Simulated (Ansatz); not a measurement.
Given:

GaAs:
```yaml
crystal:
  lattice:
    - [0.00000, 2.82935, 2.82935]
    - [2.82935, 0.00000, 2.82935]
    - [2.82935, 2.82935, 0.00000]
  atoms:
    - { symbol: As, position: [0.75000, 0.75000, 0.75000] }
    - { symbol: Ga, position: [0.00000, 0.00000, 0.00000] }
```

This is the PBEsol-relaxed structure.

Problem. All from plane-wave PAW PBEsol (Ansatz code), unless another level is named. Estimate the electron effective mass.

Solution. 0.025 mₑ (isotropic).

Problem. And the hole effective mass, band 1 of 3 at the edge?

Solution. 0.34 along [100], 2.5 along [110], 0.80 along [111] (mₑ).

Problem. Next, the electron effective mass with spin–orbit coupling?

Solution. 0.022 mₑ (isotropic).

Space group F-43m (zinc blende). The cell was relaxed with PBEsol under the symmetry of its start. Spin–orbit coupling is left out wherever it is not named.

Potentials: the later of the program's two PAW sets.

Edges and masses are those of Kohn–Sham bands, whose gap is no quasiparticle gap.
